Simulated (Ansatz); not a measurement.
TiS₂:
```
CELL_PARAMETERS angstrom
      3.31477     0.00000     0.00000
     -1.65739     2.87068     0.00000
      0.00000     0.00000     5.44636
ATOMIC_POSITIONS crystal
  Ti 0.00000 0.00000 0.00000
  S  0.33333 0.66667 0.26092
  S  0.66667 0.33333 0.73908
```

Relaxed with LDA. Special points in fractions of this cell's reciprocal vectors: Γ (0.000, 0.000, 0.000); M (0.500, 0.000, 0.000); K (0.333, 0.333, 0.000); A (0.000, 0.000, 0.500); L (0.500, 0.000, 0.500); H (0.333, 0.333, 0.500).

**Question.** List the band energies nearest the Fermi level at these points for plane-wave PAW LDA (Ansatz code).

**Answer.** In eV from the Fermi level; about four levels below and three above (degenerate sets whole), none deeper than 8.9 eV; points with the same levels are listed once.

```tsv
k	below	above
Γ	-5.94 -2.79 -2.79	0.30 0.30 0.30
M	-3.14 -2.99 -2.65 -1.62	0.17 1.77 2.25
K	-4.43 -4.43 -2.82 -2.82 -2.35	1.36 2.05 2.05
A	-3.83 -2.89 -2.71 -2.71	0.00 0.00 0.53 0.53
L	-2.94 -1.07 -1.06 -0.23	1.76 2.21 3.52
H	-3.92 -3.43 -2.23 -2.23	1.38 1.54 1.54
```

Space group P-3m1 (CdI2 type). The cell was relaxed with LDA under the symmetry of its start. The run is not spin-polarised. A crystal of weakly bound layers computed without a dispersion correction: the cell and the soft elastic constants depend strongly on that.

Potentials: the later of the program's two PAW sets.
